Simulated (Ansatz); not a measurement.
Question: Name crystals whose computed values (plane-wave PAW r²SCAN+D4 (Ansatz code)) fall in these windows: B₀ by P(V) fit (GPa) 34 to 44; gap (eV) 3.5 to 4.5.

Answer: 

```json
[
 {"crystal": "SnF4, I4/mmm (Sn on 2a, F on 4e, F on 4c)", "B₀ by P(V) fit (GPa)": "39.1", "gap (eV)": "4.22"}
]
```
Others may fit too.

Standing as an ambient phase not checked: SnF4, I4/mmm (Sn on 2a, F on 4e, F on 4c). The cell was relaxed under the symmetry of its start. Spin–orbit coupling is left out wherever it is not named.

Potentials: the later of the program's two PAW sets.
